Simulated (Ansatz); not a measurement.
# GaPt3: frozen-core PAW against all-electron methods

```
Ga Pt
1.0
     3.90988    0.00000    0.00000
     0.00000    3.90988    0.00000
     0.00000    0.00000    3.90988
Ga Pt
1 3
Direct
  0.00000 0.00000 0.00000
  0.00000 0.50000 0.50000
  0.50000 0.50000 0.00000
  0.50000 0.00000 0.50000
```

Atom numbers follow the list: Ga1, Pt2, Pt3, Pt4.

Structure from Materials Project entry mp-11407 (possibly hypothetical), not relaxed further.

Spin polarisation is left out, and whether a magnetic state lies lower isn't shown here.

No spin–orbit coupling, which matters for the heavy atoms here.

Methods: DFT, LDA, PAW with Ansatz's default frozen-core files, scalar-relativistic (Ansatz 0.2.0); DFT, LDA, all-electron LAPW, scalar-relativistic (Ansatz 0.2.0).

For PAW: a Γ-centred 9×9×9 k mesh, Fermi–Dirac smearing of 0.03 eV, cutoff 420 eV, no spin polarisation; the PAW files were made with PBE, and the program remakes their frozen cores for this functional. LAPW targets a basis error of 1 meV/atom. The Ansatz runs share mesh, smearing and spin set-up. Plane-wave (PAW) pressures include the program's estimate of the Pulay term.

Stress and pressure are positive in compression.

Levels count from the Fermi level.

PAW results:

```
                      quantity     PAW
                pressure (GPa)   -8.61
highest filled level at X (eV)  -0.663
  lowest empty level at X (eV)   0.662
highest filled level at Γ (eV)  -0.790
  lowest empty level at Γ (eV)   0.092
highest filled level at R (eV)  -0.331
  lowest empty level at R (eV)   0.206
```

(1) What does LAPW (all electrons) give for the same quantities?

Results:

(1) 
```json
{"quantity": "pressure (GPa)", "LAPW": "-8.57"}
{"quantity": "highest filled level at X (eV)", "LAPW": "-0.664"}
{"quantity": "lowest empty level at X (eV)", "LAPW": "0.664"}
{"quantity": "highest filled level at Γ (eV)", "LAPW": "-0.791"}
{"quantity": "lowest empty level at Γ (eV)", "LAPW": "0.088"}
{"quantity": "highest filled level at R (eV)", "LAPW": "-0.335"}
{"quantity": "lowest empty level at R (eV)", "LAPW": "0.207"}
```
